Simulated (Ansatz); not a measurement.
Here is the system:

MgO:
```yaml
crystal:
  lattice:
    - [5.56536, 0.00000, 0.00000]
    - [0.00000, 5.56536, 0.00000]
    - [0.00000, 0.00000, 3.29260]
  atoms:
    - { symbol: Mg, position: [0.32098, 0.67902, 0.00000] }
    - { symbol: Mg, position: [0.67902, 0.32098, 0.00000] }
    - { symbol: Mg, position: [0.82098, 0.82098, 0.50000] }
    - { symbol: Mg, position: [0.17902, 0.17902, 0.50000] }
    - { symbol: O, position: [0.31675, 0.31675, 0.00000] }
    - { symbol: O, position: [0.68325, 0.68325, 0.00000] }
    - { symbol: O, position: [0.18325, 0.81675, 0.50000] }
    - { symbol: O, position: [0.81675, 0.18325, 0.50000] }
```

This is the PBE-relaxed structure.

All from PBE in the plane-wave PAW code Ansatz, unless another level is named. Give the electron effective mass.

0.35 mₑ (isotropic).

And the valence-band maximum?

on the M–Γ line, 84 % of the way from M.

Give the weight of the valence-edge state by species (Voronoi cells).

O 93 %, Mg 7 %.

Space group P4_2/mnm. The start of the workflow was typed in or built on a structure type; neither database checked (COD, Materials Project) lists it. It is not the phase usual at ambient conditions (space group No. 225). Symmetry was held in the PBE relaxation; whether a distortion lowers the energy is not shown.

Potentials: the later of the program's two PAW sets.

Edges and masses are those of Kohn–Sham bands, whose gap is no quasiparticle gap.
